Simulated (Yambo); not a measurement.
Yambo run on TiO2 (space group Imma, No. 74). The wavefunctions are LDA (pw.x of Quantum ESPRESSO, ONCV potentials, no spin-orbit coupling) ones on a 2×2×2 mesh (48 occupied bands); a = 5.5185 Å, b = 5.5185 Å, c = 5.5185 Å, α = 114.80°, β = 106.87°, γ = 106.87°.

Yambo input:

```
rim_cut
gw0
dyson
el_el_corr
HF_and_locXC
ppa
em1d
RandQpts= 1000000
RandGvec= 1 Ry
EXXRLvcs= 84 Ry
VXCRLvcs= 336 Ry
Chimod= "HARTREE"
% BndsRnXp
 5 | 210 |
%
NGsBlkXp= 7 Ry
% LongDrXp
 1.0 | 1.0 | 1.0 |
%
PPAPntXp= 27.2114 eV
% GbndRnge
 1 | 96 |
%
GTermKind= "none"
DysSolver= "n"
ExtendOut
% QPkrange
 1 | 1 | 48 | 49 |
%
```

k points by index: 1 = Γ.

Table of the .qp output:

```
#    K-point    Band    Eo [eV]    E [eV]    E-Eo [eV]    Vxc [eV]    Vnlxc [eV]    Sc|Eo [eV]    Sc|E [eV]    dSc/dw|Eo [eV]    Re(Z)    Im(Z)
#
    1    48    0.000000    0.665053    0.665053    -20.11344    -24.88180    5.637934    5.433413    -8.369759    0.764767    -0.001402
    1    49    1.779474    4.014360    2.234886    -20.04800    -11.96987    -5.204594    -5.843246    -7.775353    0.777760    -0.001596
```
(The two width columns are left out.) Convergence of these settings isn't established.

Geometry of the Materials Project entry, not relaxed at this level.

This is not the ordinary phase of the substance; no match was found in the copy of COD used, and its stability was not checked.
